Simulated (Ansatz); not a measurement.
C:
Space group P6₃/mmc (No. 194); a = b = 2.505 Å, c = 8.264 Å, α = β = 90.00°, γ = 120.00°

| atom | site | symmetry | x | y | z |
|---|---|---|---|---|---|
| C | 4e | 3m. | 0.0000 | 0.0000 | 0.0930 |
| C | 4f | 3m. | 0.3333 | 0.6667 | 0.1555 |

Relaxed with PBEsol. Plane-wave PAW PBEsol (Ansatz code) gives a gap of 4.44 eV.

Q: What gap does HSE06 give on the same cell (Ansatz, PAW)?

A: 5.74 eV, 1.30 eV more. The hybrid was solved on a coarser mesh and at special points; the gap given is the minimum over both.

```csv
k,v1 PBEsol,c1 PBEsol,v1 HSE06,c1 HSE06
Γ,0.00,5.27,…,…
A,-0.66,6.05,…,…
K,-4.22,6.04,-4.59,7.48
H,-5.18,4.96,…,…
M,-3.01,4.49,…,…
L,-3.72,4.84,-4.04,6.17
```

Q: Top valence (v1) and lowest conduction level (c1) in eV from each method's valence maximum (which need not be a listed point): supply the withheld HSE06 values.

A: 
- M, v1 HSE06: -3.28
- M, c1 HSE06: 5.80
- H, v1 HSE06: -5.59
- H, c1 HSE06: 6.32
- Γ, v1 HSE06: 0.00
- Γ, c1 HSE06: 6.70
- A, v1 HSE06: -0.70
- A, c1 HSE06: 7.52

Cost on shared cores: the PBEsol run (SCF on a 13×13×4 mesh, then bands and DOS) very roughly 15 core-seconds, the HSE06 run (SCF on 7×7×2, then a few points) around 90 core-seconds (rough); the tasks are unlike.

Space group P6_3/mmc. The first step of the workflow began from a Materials Project structure, measured or hypothetical. Its sites differ from those of the usual phase in this space group: another stacking or structure type. Symmetry was held in the PBEsol relaxation; its stability against distortions is not shown here.

Potentials: the earlier of the program's two PAW sets. The files were generated under PBE; for other functionals the program regenerates the frozen cores, and for LDA and PBEsol the local potential too.
